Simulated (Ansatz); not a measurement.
In:
```yaml
crystal:
  lattice:
    - [0.00000, 3.36788, 3.36788]
    - [3.36788, 0.00000, 3.36788]
    - [3.36788, 3.36788, 0.00000]
  atoms:
    - { symbol: In, position: [0.00000, 0.00000, 0.00000] }
    - { symbol: In, position: [0.25000, 0.25000, 0.25000] }
```

Relaxed with PBE. Special points in fractions of this cell's reciprocal vectors: Γ (0.000, 0.000, 0.000); X (0.500, 0.000, 0.500); U (0.625, 0.250, 0.625); K (0.375, 0.375, 0.750); L (0.500, 0.500, 0.500); W (0.500, 0.250, 0.750).

Question: List the band energies nearest the Fermi level at these points for plane-wave PAW PBE with spin–orbit coupling (Ansatz code).

Answer: In eV from the Fermi level; about four levels below and three above (degenerate sets whole), none deeper than 8.9 eV; points with the same levels are listed once.

```csv
k,below,above
Γ,-7.76 -7.76,1.91 1.91 1.97 1.97
X,-0.36 -0.36 -0.36 -0.36,2.47 2.47 2.47 2.47
U,-4.29 -4.29 -1.36 -1.36,0.01 0.01 2.77 2.77
L,-6.12 -6.12 -3.81 -3.81,0.86 0.86 1.22 1.22
W,-1.08 -1.08 -0.94 -0.94,5.08 5.08 5.32 5.32
```

Space group Fd-3m (diamond). The start of the workflow was typed in or built on a structure type; neither database checked (COD, Materials Project) lists it. It is not the phase usual at ambient conditions (space group No. 139). Symmetry was held in the PBE relaxation; its stability against distortions is not shown here.

Potentials: the later of the program's two PAW sets.
